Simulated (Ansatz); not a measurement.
The slice is one period of a {100} plane through atoms; its size isn't given.

These are r2SCAN (plane waves to 500 eV, PAW, scalar-relativistic; Ansatz, a program for electronic structure) values and carry that method's errors. Inside the PAW spheres the values are not all-electron values, and peaks at nuclei hang on which shells count as valence.

```
|@@%#*+=--:::::::::::--=+*#%@|
|%%%#*=---:::::::::::---=*#%%|
|###*+=--:::::::::::::--=+*##|
|***+=--:::::::::::::::--=+**|
|++==--:::::::::::::::::--==+|
|==---:::::.........:::::---=|
|----::::.............::::---|
|---::::...............::::--|
|:::::::.....     .....::::::|
|::::::....         ....:::::|
|::::::....         ....:::::|
|::::::...           ...:::::|
|::::::...           ...:::::|
|::::::...           ...:::::|
|::::::...           ...:::::|
|::::::...           ...:::::|
|::::::....         ....:::::|
|::::::....         ....:::::|
|:::::::.....     .....::::::|
|---::::...............::::--|
|----::::.............::::---|
|==---:::::.........:::::---=|
|++==--:::::::::::::::::--==+|
|***+=--:::::::::::::::--=+**|
|###*+=--:::::::::::::--=+*##|
|%%%#*=---:::::::::::---=*#%%|
|@@%#*+=--:::::::::::--=+*#%@|
|@@%#*+=--:::::::::::--=+*#%@|
```
Scale: ten equal steps from -1.89 (start of ' ') to 1.85 (end of '@'), in the order ' .:-=+*#%@'. Values: log₁₀ of the valence density in e/Å³. The map has 28 points along u (one character each, u = 0 at the left) and 28 along v (v = 0 in the bottom row). The scale is logarithmic, as a density can span decades between atoms and voids.

```
|xxxx=-:::=*#@@@@@#*=:::-=xxx|
|xxx+-::::=+#%@@@%#+=::::-+xx|
|xx+--::::-+*#%%%#*+-::::--+x|
|==--:::::-=+*###*+=-:::::--=|
|--::::::::-=+***+=-::::::::-|
|:::::::::::--===--::::::::::|
|:::::::.....:::::.....::::::|
|:::::::... ....... ...::::::|
|===--::..           ..::--==|
|**++=-:.             .:-=++*|
|###*+=-..           ..-=+*##|
|@@%#*+-:.           .:-+*#%@|
|@@@%#*=:.           .:=*#%@@|
|@@@%#*=:.           .:=*#%@@|
|@@@%#*=:.           .:=*#%@@|
|@@%#*+-:.           .:-+*#%@|
|###*+=-..           ..-=+*##|
|**++=-:.             .:-=++*|
|===--::..           ..::--==|
|:::::::... ....... ...::::::|
|:::::::.....:::::.....::::::|
|:::::::::::--===--::::::::::|
|--::::::::-=+***+=-::::::::-|
|==--:::::-=+*###*+=-:::::--=|
|xx+--::::-+*#%%%#*+-::::--+x|
|xxx+-::::=+#%@@@%#+=::::-+xx|
|xxxx=-:::=*#@@@@@#*=:::-=xxx|
|xxxx=-:::=*#@@@@@#*=:::-=xxx|
```
Scale: ten equal steps from 0.01 (start of ' ') to 0.58 (end of '@'), in the order ' .:-=+*#%@'. Values: electron localisation function (ELF). The map has 28 points along u (one character each, u = 0 at the left) and 28 along v (v = 0 in the bottom row). Points within 0.5 Å of a nucleus are blanked (x), as the pseudised field means little there.

Q: Which relaxed crystal do these maps come from?
A) CdS (zinc blende)
B) CuI (zinc blende)
C) CdTe (zinc blende)

A: B, CuI (zinc blende). Atoms on the slice: Cu at (0.00, 0.00)

All were relaxed with their symmetry unable to fall. CuI is run without spin polarisation. Spin-orbit coupling is left out.
